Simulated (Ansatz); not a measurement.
## Notes on YNbAl

```
Y Nb Al
1.0
     3.96768    0.00000    0.00000
     1.98384   -5.11340    0.00000
     0.00000    0.00000   -5.64688
Y Nb Al
2 2 2
Direct
  0.30990 0.38020 0.75000
  0.69010 0.61980 0.25000
  0.60580 0.78840 0.75000
  0.39420 0.21160 0.25000
  0.00000 0.00000 0.00000
  0.00000 0.00000 0.50000
```

Single point in Ansatz 0.2.0 with PBE, spin-orbit coupling. Cutoff 420 eV, PAW datasets, 5×5×4 Γ-centred k mesh, fermi-dirac filling (width 0.1 eV).

The state carries no moments; the state need not be the lowest.

- Forces: The largest is on Nb3 (and as large on other atoms): 1.22 eV/Å, components (0.00, -1.22, 0.00). It makes 66° with the line to a nearest neighbour, Al5 at 2.66 Å.
- Stress: The pressure is 13.3 GPa (compression positive), so with the atoms held at these fractions the cell would first expand; the forces are large, so a full relaxation may end otherwise. The principal stresses 11.6, 13.9, 14.4 GPa differ, so its shape would change too.
- Charges: Bader charges in e: Y +1.01, Nb -1.02, Al +0.01. In the mean Y gives up most and Nb takes most.
- At the Fermi level: It is a metal, with about 5.9 states/eV a cell as the mean within 0.25 eV of the Fermi level, mostly Nb d (56 %) and Y d (30 %).

Origin: a known structure type with other elements, at an estimated volume, so it need not be a known compound. Caveats: the k mesh is coarse if the cell is a metal; the SCF threshold is loose for a stress.
